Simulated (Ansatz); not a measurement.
## Phonons of SnO (P4/nmm)

```
CELL_PARAMETERS angstrom
3.80409 0.00000 0.00000
0.00000 3.80409 0.00000
0.00000 0.00000 4.74872
ATOMIC_POSITIONS crystal
Sn 0.50000 0.00000 0.24282
Sn 0.00000 0.50000 0.75718
O 0.00000 0.00000 0.00000
O 0.50000 0.50000 0.00000
```

The conventional cell has a = 3.804 Å, b = 3.804 Å, c = 4.749 Å, α = 90.00°, β = 90.00°, γ = 90.00°. Around Sn (atom 1) lie 4 O at 2.22 Å. O (atom 3) has 4 Sn at 2.22 Å as nearest neighbours.

Computed, not measured; unless marked otherwise by PBEsol, all-electron LAPW in Ansatz 0.2.0, scalar-relativistic. k mesh 10×10×8, Fermi-Dirac smearing of 0.080 eV, basis error target 0.5 meV/atom. The cell was relaxed by PAW under this functional.

Atoms are displaced by 0.01 Å in the primitive cell, which gives the zone-centre modes alone. Negative values stand for unstable modes.

Task: Is the structure dynamically stable at these wave vectors?

Result: Yes, no mode is unstable there; wave vectors off this mesh aren't tested.

Task: How do the optical zone-centre modes decompose, and which are active?

Result: Point group 4/mmm: Γ_opt = 2Eg + A1g + Eu + B1g + A2u.

```
label   cm⁻¹  activity      mostly
   Eg  112.8     Raman  Sn (100 %)
  A1g  206.3     Raman  Sn (100 %)
   Eu  265.4        IR    O (88 %)
  B1g  345.4     Raman   O (100 %)
  A2u  363.1        IR    O (88 %)
   Eg  457.3     Raman   O (100 %)
```

In a metal the activity is that of symmetry alone; free carriers screen the infrared modes.

Task: How well do frozen-core PAW files reproduce these all-electron values?

Result: With a cutoff of 420 eV and displacements of 0.0025 Å, the r.m.s. difference over the modes is 0.4 cm⁻¹; the largest difference is 264.7 (PAW) against 265.4 cm⁻¹ (LAPW).

Keep in mind: responses of metals move with mesh and smearing; no dispersion correction, so the spacing and stiffness between layers or molecules are poor; zone-boundary modes aren't tested; the frozen-core PAW files of the compared runs were fitted under PBE, their cores solved anew for this functional.
